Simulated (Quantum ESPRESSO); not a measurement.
Inputs of pw.x and gipaw.x (a modified build of Quantum ESPRESSO, PBE) for Al2O3; the starting potential comes from an earlier run on another mesh:

```
&CONTROL
  calculation = 'scf'
  prefix = 'x'
  pseudo_dir = './pseudo'
  outdir = './out'
  tprnfor = .true.
/
&SYSTEM
  ibrav = 0
  nat = 10
  ntyp = 2
  ecutwfc = 45
  ecutrho = 180
  occupations = 'fixed'
  nbnd = 24
/
&ELECTRONS
  conv_thr = 1e-11
  startingpot = 'file'
/
ATOMIC_SPECIES
Al 26.982 Al.GGA_PBE-JTH.UPF
O 15.999 O.GGA_PBE-JTH.UPF
CELL_PARAMETERS angstrom
    2.378489840152     1.373221749476     4.459524660000
   -2.378489840152     1.373221749476     4.459524660000
    0.000000000000    -2.746443498953     4.459524660000
ATOMIC_POSITIONS crystal
Al     0.148976065900     0.148976065900     0.148976065900
Al     0.851023934100     0.851023934100     0.851023934100
Al     0.351023934100     0.351023934100     0.351023934100
Al     0.648976065900     0.648976065900     0.648976065900
O      0.943173870100     0.556826129900     0.250000000000
O      0.056826129900     0.443173870100     0.750000000000
O      0.250000000000     0.943173870100     0.556826129900
O      0.750000000000     0.056826129900     0.443173870100
O      0.556826129900     0.250000000000     0.943173870100
O      0.443173870100     0.750000000000     0.056826129900
K_POINTS automatic
4 4 4 1 1 1
```

```
&INPUTGIPAW
  job = 'nmr'
  prefix = 'x'
  tmp_dir = './out/'
  restart_mode = 'from_scratch'
  pawproj(1) = .true.
  pawproj(2) = .true.
  use_nmr_macroscopic_shape = .false.
/
```

The cell was made here from a computed Materials Project entry: strained by +2 % along the unique axis and by -1 % across it, atoms relaxed (PBE without dispersion, pw.x of Quantum ESPRESSO, symmetry kept). The parent is Al2O3 in R-3c. Stability against distortions was not tested.

Q: What does gipaw.x print for the total shieldings?

A: 
```
     Total NMR chemical shifts in ppm: ---------------------------------------
     (adopting the Simpson convention for anisotropy and asymmetry)-----------

     Atom  1  Al  pos: (  0.000000 -0.000000  0.380549)  Total sigma:         534.20
           537.9490         -2.2023          0.0000
             2.2023        537.9490         -0.0000
             0.0000         -0.0000        526.6895

     Al      1    anisotropy:    -11.26    eta:    0.0000

     Atom  2  Al  pos: (  0.000000 -0.000000  2.173883)  Total sigma:         534.20
           537.9490         -2.2023          0.0000
             2.2023        537.9490         -0.0000
             0.0000         -0.0000        526.6895

     Al      2    anisotropy:    -11.26    eta:    0.0000

     Atom  3  Al  pos: (  0.000000 -0.000000  0.896667)  Total sigma:         534.20
           537.9490          2.2023         -0.0000
            -2.2023        537.9490         -0.0000
            -0.0000         -0.0000        526.6895

     Al      3    anisotropy:    -11.26    eta:    0.0000

     Atom  4  Al  pos: (  0.000000 -0.000000  1.657766)  Total sigma:         534.20
           537.9490          2.2023         -0.0000
            -2.2023        537.9490         -0.0000
            -0.0000         -0.0000        526.6895

     Al      4    anisotropy:    -11.26    eta:    0.0000

     Atom  5  O   pos: (  0.175454  0.262196  1.490086)  Total sigma:         161.93
           167.4475         -0.0000         -0.0000
            -0.0000        155.8357         -2.9900
            -0.0000         -1.9022        162.5145

     O       5    anisotropy:    -10.35    eta:    0.5993

     Atom  6  O   pos: ( -0.175454 -0.262196  1.064347)  Total sigma:         161.93
           167.4475          0.0000         -0.0000
             0.0000        155.8357         -2.9900
             0.0000         -1.9022        162.5145

     O       6    anisotropy:    -10.35    eta:    0.5993

     Atom  7  O   pos: ( -0.314795  0.020850  1.490086)  Total sigma:         161.93
           158.7387         -5.0281          2.5894
            -5.0281        164.5446          1.4950
             1.6473          0.9511        162.5145

     O       7    anisotropy:    -10.35    eta:    0.5993

     Atom  8  O   pos: (  0.314795 -0.020850  1.064347)  Total sigma:         161.93
           158.7387         -5.0281          2.5894
            -5.0281        164.5446          1.4950
             1.6473          0.9511        162.5145

     O       8    anisotropy:    -10.35    eta:    0.5993

     Atom  9  O   pos: (  0.139341 -0.283046  1.490086)  Total sigma:         161.93
           158.7387          5.0281         -2.5894
             5.0281        164.5446          1.4950
            -1.6473          0.9511        162.5145

     O       9    anisotropy:    -10.35    eta:    0.5993

     Atom 10  O   pos: ( -0.139341  0.283046  1.064347)  Total sigma:         161.93
           158.7387          5.0281         -2.5894
             5.0281        164.5446          1.4950
            -1.6473          0.9511        162.5145

     O      10    anisotropy:    -10.35    eta:    0.5993
```
The printed anisotropy is 3/2 (σ_33 − σ_iso) in the program's own order; the axes are left out here. Anisotropies that symmetry doesn't fix are less certain than the isotropic values. Shieldings are absolute and leave out the bulk-susceptibility term; a larger σ means a smaller chemical shift. By our sweeps, such settings leave a few ppm in absolute σ. No d partial waves on Al: the paramagnetic term there is incompletely reconstructed. Static lattice: thermal averaging is not included.
